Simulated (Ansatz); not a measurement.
LaZn (CsCl type, space group No. 221) at seven volumes, plane-wave PAW r²SCAN (Ansatz code), scaled uniformly. One row is withheld.

```csv
V (Å³/atom),P (GPa)
24.056,5.53
24.849,3.41
25.642,1.58
26.435,0.00
27.228,-1.37
28.021,-2.55
28.814,?
```

Task: Fit the shown pressures and predict the withheld one.

Result: P = (3/2)B₀(x^(7/2) − x^(5/2))[1 + (3/4)(B′ − 4)(x − 1)] with x = (V₀/V)^(2/3). Least squares on the six rows gives V₀ = 26.435 Å³/atom, B₀ = 49.0 GPa, B′ = 3.84. At V = 28.814, x = 0.9442 and P = -3.58 GPa. The run itself gave -3.58 GPa.

Space group Pm-3m (CsCl type). The workflow started from an entry of the Crystallography Open Database (COD). Whether it is the stable phase at ambient conditions was not checked. The r²SCAN relaxation kept the symmetry of its start; whether a distortion lowers the energy is not shown. Scalar-relativistic: spin–orbit coupling is off unless named, which matters more the heavier the elements.

Potentials: the later of the program's two PAW sets.
